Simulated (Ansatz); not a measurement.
Ba₂PdO₃ in space group Immm (No. 71; Ba on 4i, Pd on 2a, O on 2d, O on 4i), DFT-r²SCAN in the program Ansatz with PAW potentials. The conduction-band minimum lies at X, with 1 equivalent valley. Second derivatives d²E/dk² of the lowest band at one valley (eV·Å²), along Cartesian directions:

| direction | d²E/dk² |
|---|---|
| [100] | 1.220 |
| [010] | 46.31 |
| [001] | 4.961 |
| [110] | 23.78 |
| [101] | 3.092 |
| [011] | 25.65 |

Find the principal effective masses, the density-of-states mass and the conductivity mass.

Off-diagonal terms follow from H_xy = H[110] − (H_xx + H_yy)/2, and m*/mₑ = 7.620 eV·Å² over each eigenvalue: 0.16, 1.5, 6.2. One valley's DOS mass (m₁m₂m₃)^(1/3) = 1.2, conductivity mass 3/(Σ 1/mᵢ) = 0.44 mₑ.

What effective density of states Nc follows at 300 K for parabolic valleys?

Nc = 2.509e19 × 1 × (1.2)^(3/2) ≈ 3.3e19 cm⁻³.

The workflow started from an entry of the Crystallography Open Database (COD). Whether it is the stable phase at ambient conditions was not checked. Symmetry was held in the r²SCAN relaxation; its stability against distortions is not shown here. No spin polarisation was allowed. Spin–orbit coupling is left out wherever it is not named.

Potentials: the later of the program's two PAW sets.

Edges and masses are those of Kohn–Sham bands, whose gap is no quasiparticle gap.
